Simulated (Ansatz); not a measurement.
Relaxed TiSi2 (C49 type, space group Cmcm):

```yaml
crystal:
  lattice:
    - [1.76330, -6.75838, 0.00000]
    - [1.76330, 6.75838, 0.00000]
    - [0.00000, 0.00000, 3.56518]
  atoms:
    - { symbol: Si, position: [0.94167, 0.05833, 0.75000] }
    - { symbol: Si, position: [0.05833, 0.94167, 0.25000] }
    - { symbol: Si, position: [0.25029, 0.74971, 0.75000] }
    - { symbol: Si, position: [0.74971, 0.25029, 0.25000] }
    - { symbol: Ti, position: [0.60320, 0.39680, 0.75000] }
    - { symbol: Ti, position: [0.39680, 0.60320, 0.25000] }
```

In this cell atom 2 (Si, nearest neighbour Si at 2.380 Å; its periodic images, 3.5 Å or more away, move with it) is moved by s along Cartesian [111], unit vector (0.577, 0.577, 0.577); all other atoms and the cell stay fixed.

These are r2SCAN (plane waves to 500 eV, PAW, scalar-relativistic; Ansatz, a program for electronic structure) values and carry that method's errors. k mesh 11×11×11 (Γ-centred), Fermi-Dirac smearing 0.05 eV. E stands for the smeared free energy. With partly filled bands, energies and forces of such displacements shift with the k mesh and the smearing. This is one of several known forms of TiSi2; the measured ambient cells at hand have space group No. 70. TiSi2 is run without spin polarisation. TiSi2 was relaxed with its symmetry unable to fall. The zero of ΔE is the undisplaced structure. The last digit holds for this mesh only.

```tsv
s (Å)	ΔE (meV/cell)
-0.240	withheld
-0.192	194.7
-0.144	110.1
-0.096	49.3
-0.048	12.5
0.000	0.0
0.048	12.7
0.096	51.8
0.144	118.8
0.192	215.3
0.240	343.6
```

Question: Fit a polynomial form (powers 2, 3, 4) to the given rows and predict ΔE at s = -0.240.

Answer: Least squares on the 10 given rows: ΔE = (5463)·s² + (1455)·s³ + (2651)·s⁴, in meV/cell with s in Å; root-mean-square residual 0.04 meV/cell. At -0.240 the fit gives 303.4 meV/cell; the calculation gives 303.4 meV/cell, the same to the digits shown. The quadratic term alone would give 314.7 meV/cell.

(For displaced atoms, the force is minus the slope of the energy, and its curvature is a force constant, which sets phonon frequencies.)
